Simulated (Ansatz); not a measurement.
ZrCu:
```yaml
crystal:
  lattice:
    - [3.21430, 4.07900, 0.00000]
    - [-3.21430, 4.07900, 0.00000]
    - [-1.35018, 0.00000, 5.14752]
  atoms:
    - { symbol: Zr, position: [0.90620, 0.09380, 0.00382] }
    - { symbol: Zr, position: [0.40832, 0.59168, 0.97775] }
    - { symbol: Zr, position: [0.82515, 0.72921, 0.59308] }
    - { symbol: Zr, position: [0.27079, 0.17485, 0.59308] }
    - { symbol: Cu, position: [0.71864, 0.28136, 0.44703] }
    - { symbol: Cu, position: [0.30277, 0.69723, 0.43444] }
    - { symbol: Cu, position: [0.44555, 0.05394, 0.15316] }
    - { symbol: Cu, position: [0.94606, 0.55445, 0.15316] }
```

Relaxed with PBEsol. Special points in fractions of this cell's reciprocal vectors: Γ (0.000, 0.000, 0.000); Y (0.500, 0.500, 0.000); M (0.500, 0.500, 0.500); A (0.000, 0.000, 0.500); L2 (0.000, 0.500, 0.500); V2 (0.000, 0.500, 0.000).

List the band energies nearest the Fermi level at these points for PBEsol in the plane-wave PAW code Ansatz.

In eV from the Fermi level; about four levels below and three above (degenerate sets whole), none deeper than 8.9 eV; points with the same levels are listed once.

```json
[
 {"k": "Γ", "below": "-0.68 -0.47 -0.40 -0.11", "above": "0.38 0.52 0.65"},
 {"k": "Y", "below": "-0.79 -0.71 -0.16 -0.01", "above": "0.03 0.15 0.32"},
 {"k": "M", "below": "-1.83 -1.16 -1.09 -0.20", "above": "0.30 0.36 0.42"},
 {"k": "A", "below": "-0.58 -0.46 -0.29 -0.12", "above": "0.22 0.30 0.69"},
 {"k": "L2", "below": "-1.00 -0.53 -0.31 -0.04", "above": "0.26 0.35 0.61"},
 {"k": "V2", "below": "-0.53 -0.25 -0.14 -0.01", "above": "0.20 0.53 0.76"}
]
```

Space group Cm. The workflow started from a Materials Project entry (that database holds measured and hypothetical structures alike); the Crystallography Open Database copy checked does not list it. Its standing as an ambient phase is unchecked. The cell was relaxed with PBEsol under the symmetry of its start; whether a distortion lowers the energy is not shown. No spin polarisation was allowed. Spin–orbit coupling is left out wherever it is not named.

Potentials: the earlier of the program's two PAW sets. The files were generated under PBE; for other functionals the program regenerates the frozen cores, and for LDA and PBEsol the local potential too.
